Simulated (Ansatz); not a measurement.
ZrSi:
```
ZrSi
1.0
    3.31517     0.00000     0.00000
    0.00000     3.31517     0.00000
    0.00000     0.00000     3.31517
Zr Si
1 1
Direct
  0.00000   0.00000   0.00000
  0.50000   0.50000   0.50000
```

Relaxed with PBE. Special points in fractions of this cell's reciprocal vectors: Γ (0.000, 0.000, 0.000); X (0.000, 0.500, 0.000); M (0.500, 0.500, 0.000); R (0.500, 0.500, 0.500).

### Question
List the band energies nearest the Fermi level at these points for PBE in the plane-wave PAW code Ansatz.

### Answer
In eV from the Fermi level; about four levels below and three above (degenerate sets whole), none deeper than 8.9 eV; points with the same levels are listed once.

```
k                    below           above
-  -----------------------  --------------
Γ              -1.77 -1.77  2.03 2.03 2.03
X  -5.59 -0.62 -0.52 -0.52  3.63 4.84 5.18
M  -7.58 -2.60 -2.60 -1.46  1.16 1.16 3.83
R  -4.48 -4.36 -4.36 -4.36  3.83 3.83 3.83
```

Space group Pm-3m (CsCl type). A made-up cell: these elements were put on the sites of a structure type; neither database checked (COD, Materials Project) lists it. COD files the formula under space group No. 62, 63, so this cell is another polymorph or a model. Whether it is the stable phase at ambient conditions was not checked. Symmetry was held in the PBE relaxation. At this level the phase is dynamically unstable (imaginary phonons). The run is not spin-polarised. Scalar-relativistic: spin–orbit coupling is off unless named, which matters more the heavier the elements.

Potentials: the later of the program's two PAW sets.
